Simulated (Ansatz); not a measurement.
# Elastic constants of LiF at 5 GPa (stress–strain coefficients): input and output

Level of theory: Ansatz, DFT LDA, scalar-relativistic, plane waves, PAW.

Launched with:
```bash
ansatz run input.yaml --threads 1 --pin off --max-ram 1228MiB --backend cpu --events-out ev --progress --plain --runs-dir out
```

Input (bare energies are in eV):
```yaml
crystal:
  lattice:
    - [0.0, 1.9211150754, 1.9211150754]
    - [1.9211150754, 0.0, 1.9211150754]
    - [1.9211150754, 1.9211150754, 0.0]
  atoms:
    - { symbol: Li, position: [0.0, 0.0, 0.0] }
    - { symbol: F, position: [0.5, 0.5, 0.5] }
basis:
  ecutwfc: 420
kpoints:
  mp_grid: { grid: [10, 10, 10] }
hamiltonian:
  xc: lda
scf:
  occupations: { method: fixed }
output:
  forces: true
  stress: true
  eigenvalues: true
elastic:
  mode: relaxed_ion
  stencil: two_point
```

From the output:
```
--- Elastic constants: 2 strain directions × 2 members + reference (group order 48) ---
  dense FFT box of the reference and of every strained cell: 20×20×20
  strains applied: 11, 23; error gains: componentwise 1.00 (the most a stress slope's error grows in a printed constant), spectral 1.73 (1 for all six strains in a standard setting)
  C = ∂σ_k/∂η_j (tension-positive GPa; Voigt order 11 22 33 23 13 12):
       202.981     60.202     60.202     -0.000     -0.000      0.000
        60.202    202.981     60.202     -0.000     -0.000     -0.000
        60.202     60.202    202.981     -0.000     -0.000      0.000
        -0.000      0.000      0.000     74.041      0.000      0.000
        -0.000      0.000     -0.000     -0.000     74.041      0.000
         0.000      0.000     -0.000     -0.000     -0.000     74.041
  reference stress σ⁰ (GPa):     -4.999     -4.999     -4.999      0.000     -0.000     -0.000
  C* (energy form; C + prestress term) asymmetry max|C*_kj − C*_jk| = 1.421e-14 GPa — a small one proves nothing (zero by symmetry where the batch's group is 432, −43m or m−3m); a large one is finite-difference/SCF noise where every solve ...
  moduli (Voigt/Reuss/Hill, GPa): K = 107.79/107.79/107.79   G = 72.98/72.96/72.97   E = 178.61   ν = 0.224
  mechanically stable: yes (min eigenvalue of sym C = 74.04 GPa)
  strain η (Voigt 11):  stress-route row diagonal C_11 = 202.98 GPa, energy-path curvature d²(F+E_count+ΔE)/dδ²/Ω₀ = 204.15 GPa
         δ    σ_11 (GPa) F (eV) n_scf n_hpsi n_pw
    -2.000e-3      -5.4091        -998.6849721       6   15456    291   relax 0 steps, max|allowed force component| 3.22e-29 eV/Å
     2.000e-3      -4.5971        -998.6866488       5   14562    291   relax 0 steps, max|allowed force component| 3.07e-30 eV/Å
  strain η (Voigt 23):  stress-route row diagonal C_44 = 74.04 GPa, energy-path curvature d²(F+E_count+ΔE)/dδ²/Ω₀ = 78.45 GPa
         δ    σ_23 (GPa) F (eV) n_scf n_hpsi n_pw
    -2.000e-3      -0.1481        -998.6858210       7   26052    291   relax 0 steps, max|allowed force component| 1.94e-29 eV/Å
     2.000e-3       0.1481        -998.6858210       5   22652    291   relax 0 steps, max|allowed force component| 1.88e-29 eV/Å
```